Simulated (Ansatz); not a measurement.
System: CeO$_{2}$ (fluorite type), 3 atoms in the cell.

```
Ce O
1.0
     0.00000    2.73000    2.73000
     2.73000    0.00000    2.73000
     2.73000    2.73000    0.00000
Ce O
1 2
Direct
  0.00000 0.00000 0.00000
  0.25000 0.25000 0.25000
  0.75000 0.75000 0.75000
```

Method: PBE, plane waves, PAW datasets (generated soft set 1) (Ansatz 0.2.0 development build).

Cutoff 420 eV; k-mesh 8×8×8 Γ-centred; Fermi–Dirac smearing of 0.1 eV; no spin polarisation; no spin–orbit coupling.

(1) How large is the gap on this mesh, is it direct, and where do the band edges lie (fractions of the reciprocal vectors of this cell)?

(2) List the levels near the gap at (0.000, 0.000, 0.000), (0.000, 0.000, -0.500), (0.000, 0.125, 0.125), (0.000, 0.125, 0.375), (0.000, 0.125, -0.375), (0.000, 0.250, -0.250), (0.125, 0.250, -0.500), in eV from the top of the valence band (v1 is the highest filled band, c1 the lowest empty one).

Answers

(1) 1.88 eV, indirect from (0.000, 0.250, -0.250) to (0.000, 0.000, -0.500); the smallest direct gap is 1.98 eV.

(2) 
```csv
k,v4,v3,v2,v1,c1,c2,c3
"(0.000, 0.000, 0.000)",-3.72,-0.57,-0.57,-0.57,2.19,2.19,2.19
"(0.000, 0.000, -0.500)",-1.25,-1.18,-0.78,-0.78,1.88,2.06,2.06
"(0.000, 0.125, 0.125)",-3.30,-1.14,-0.46,-0.46,2.14,2.20,2.20
"(0.000, 0.125, 0.375)",-1.87,-1.67,-0.54,-0.48,2.05,2.08,2.20
"(0.000, 0.125, -0.375)",-1.64,-1.32,-0.99,-0.29,1.95,2.08,2.09
"(0.000, 0.250, -0.250)",-1.87,-1.41,-1.26,0.00,1.98,2.11,2.21
"(0.125, 0.250, -0.500)",-2.16,-1.29,-0.86,-0.13,1.98,2.08,2.18
```

A gap read on the mesh is an upper bound of this method's gap, since the mesh can miss a band edge. Spin–orbit coupling is left out; with heavy elements it can shift the gap and split levels by tenths of an eV. Semilocal functionals give gaps that mostly lie well below measured ones.
